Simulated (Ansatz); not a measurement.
A geometry of Cl$_{2}$ away from equilibrium: the start of the relaxation of a generated cell, Cl2 placed in the AFLOW prototype A_oC8_64_f. Method: PBEsol (plane waves to 420 eV, PAW, scalar-relativistic; Ansatz, a program for electronic structure). Γ-centred k-mesh 7×7×3 on the run's cell (coarser than for final values), Fermi–Dirac smearing 0.05 eV.

```xyz
4
Lattice="3.0352 -1.9868 0.0000 3.0352 1.9868 0.0000 0.0000 0.0000 8.3527" Properties=species:S:1:pos:R:3 pbc="T T T"
Cl     3.0352    -1.3715     0.9814
Cl     3.0352     1.3715     7.3713
Cl     3.0352     0.6153     3.1949
Cl     3.0352    -0.6153     5.1578
```

Question: Predict the force on each atom, in eV/Å.

Answer: 
```
atom    Fx     Fy     Fz
----  ----  -----  -----
Cl1   0.00  -1.07  -1.27
Cl2   0.00   1.07   1.27
Cl3   0.00  -1.07   1.27
Cl4   0.00   1.07  -1.27
```

Question: What is the pressure?

Answer: -6.1 GPa, compression positive.

No spin polarisation in the result. Without a van der Waals term the distances between weakly bound units are poorly fixed.

The run could not lose the symmetry of its start.
